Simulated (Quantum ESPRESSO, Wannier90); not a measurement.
**Wannier functions of LiTaF₆ (R-3)**

```
LiTaF6
1.0
   -2.58467     4.47678     0.00000
   -5.16934     0.00000     0.00000
   -2.58467     1.49226     4.52600
Li Ta F
1 1 6
Direct
  0.50000   0.50000   0.50000
  0.00000   0.00000   0.00000
  0.64967   0.86097   0.24397
  0.35033   0.13903   0.75603
  0.86097   0.24539   0.24397
  0.13903   0.75461   0.75603
  0.24539   0.64967   0.24397
  0.75461   0.35033   0.75603
```

Structure: Materials Project mp-1080679, symmetrised, not relaxed again. Not found in the COD (Crystallography Open Database) copy used; not checked further. Method: PBEsol plane waves in Quantum ESPRESSO 7.5 (PseudoDojo norm-conserving files, 68 Ry, no spin polarisation, no spin-orbit coupling), Bloch states on a 4×4×4 mesh through Γ, Wannier90 4.0.1. Density: 8×8×8 mesh, cold smearing 0.01 Ry. Spin-orbit coupling is left out although heavy elements are present.

Valence charges of the files: Li 3, Ta 13, F 7. 51 bands were computed.

Isolated groups of bands, relative to the valence-band maximum (bands from 33 on overlap up to the last one computed):

| bands | from (eV) | to (eV) | filling | weight on atomic waves |
|---|---|---|---|---|
| 1 | -66.11 | -66.11 | filled | Ta 5s 98 % |
| 2 | -39.50 | -39.50 | filled | Li 1s 99 % |
| 3–5 | -32.77 | -32.77 | filled | Ta 5p 95 % |
| 6–8 | -20.23 | -19.78 | filled | F 2s 85 %, Ta 5d 9 %, Ta 6s 4 % |
| 9–11 | -19.33 | -19.05 | filled | F 2s 95 % |
| 12–29 | -3.78 | 0.00 | filled | F 2p 92 %, Ta 5d 6 % |
| 30–32 | 6.46 | 6.63 | empty | Ta 5d 72 %, F 2p 24 % |

Wanted is a model with the orbitals Ta d, F p, without the filled groups that are mainly made of other shells (semicore states, and anion s where it isn't named); all higher bands stay in for disentanglement.

Give num_wann, exclude_bands and num_bands, and the number of electrons that the model holds.

Electrons: 1×3 + 1×13 + 6×7 = 58, which fill 29 bands.
num_wann = 1×5 + 6×3 = 23.
exclude_bands = 1-11, 11 bands, so num_bands = 51 − 11 = 40.
The model holds 58 − 2×11 = 36 electrons. With the window frozen to 7.96 eV it follows pw.x to 0.2 meV rms (states up to 7.5 eV relative to the valence-band maximum).
